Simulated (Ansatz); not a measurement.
Ru (bcc (W type), space group No. 229), a = b = c = 3.053 Å, α = β = γ = 90.00°; the cell used has 1 atom.

Relaxed with PBE.

Task: Which orbitals make up the states near the Fermi level in DFT-PBE in the program Ansatz with PAW potentials?

Result: Within 0.5 eV of the Fermi level: Ru 4d 98 %. Projections are on Löwdin-orthogonalised atomic valence shells; empty p or d shells of many metals are not among them.

Task: Tabulate the density of states.

Result: States/eV per cell of 1 atom, in 0.25 eV bins, energy from the Fermi level.

```
E (eV)  total  Ru 4d  Ru 5s  Ru 4p
------  -----  -----  -----  -----
-7.85    0.01   0.00   0.01   0.00
-7.60    0.03   0.00   0.03   0.00
-7.35    0.05   0.00   0.04   0.00
-7.10    0.06   0.00   0.06   0.00
-6.85    0.08   0.00   0.07   0.00
-6.60    0.10   0.00   0.08   0.00
-6.35    0.12   0.01   0.10   0.00
-6.10    0.19   0.06   0.12   0.00
-5.85    0.68   0.47   0.19   0.00
-5.60    1.12   0.82   0.28   0.01
-5.35    1.28   1.00   0.26   0.01
-5.10    1.62   1.35   0.25   0.01
-4.85    1.79   1.57   0.20   0.01
-4.60    1.19   1.06   0.12   0.01
-4.35    1.45   1.40   0.04   0.01
-4.10    1.98   1.94   0.02   0.01
-3.85    1.96   1.92   0.02   0.01
-3.60    1.24   1.19   0.03   0.01
-3.35    1.02   0.96   0.05   0.00
-3.10    1.22   1.11   0.08   0.01
-2.85    2.38   2.13   0.20   0.02
-2.60    1.22   1.05   0.13   0.01
-2.35    0.80   0.68   0.09   0.01
-2.10    0.67   0.57   0.07   0.00
-1.85    0.64   0.55   0.06   0.00
-1.60    0.65   0.58   0.05   0.00
-1.35    0.76   0.69   0.04   0.00
-1.10    1.12   1.06   0.04   0.00
-0.85    1.37   1.31   0.03   0.00
-0.60    1.66   1.61   0.03   0.00
-0.35    1.83   1.78   0.02   0.00
-0.10    1.96   1.93   0.02   0.00
0.15     2.01   1.98   0.02   0.00
0.40     2.56   2.50   0.05   0.00
0.65     1.36   1.27   0.07   0.00
0.90     1.05   0.94   0.08   0.00
1.15     0.91   0.80   0.08   0.00
1.40     0.84   0.73   0.08   0.00
1.65     0.80   0.70   0.08   0.00
1.90     0.53   0.43   0.08   0.00
2.15     0.33   0.22   0.09   0.00
2.40     0.26   0.15   0.09   0.00
2.65     0.25   0.12   0.10   0.00
2.90     0.25   0.11   0.10   0.00
3.15     0.25   0.10   0.10   0.00
3.40     0.25   0.09   0.10   0.00
3.65     0.25   0.08   0.10   0.00
3.90     0.25   0.07   0.10   0.00
4.15     0.24   0.06   0.10   0.00
4.40     0.24   0.06   0.10   0.00
4.65     0.24   0.05   0.10   0.00
```

Space group Im-3m (bcc (W type)). The start of the workflow was typed in or built on a structure type; neither database checked (COD, Materials Project) lists it. It is not the phase usual at ambient conditions (space group No. 194). Symmetry was held in the PBE relaxation; whether a distortion lowers the energy is not shown. The run is not spin-polarised. Scalar-relativistic: spin–orbit coupling is off unless named, which matters more the heavier the elements.

Potentials: the later of the program's two PAW sets.
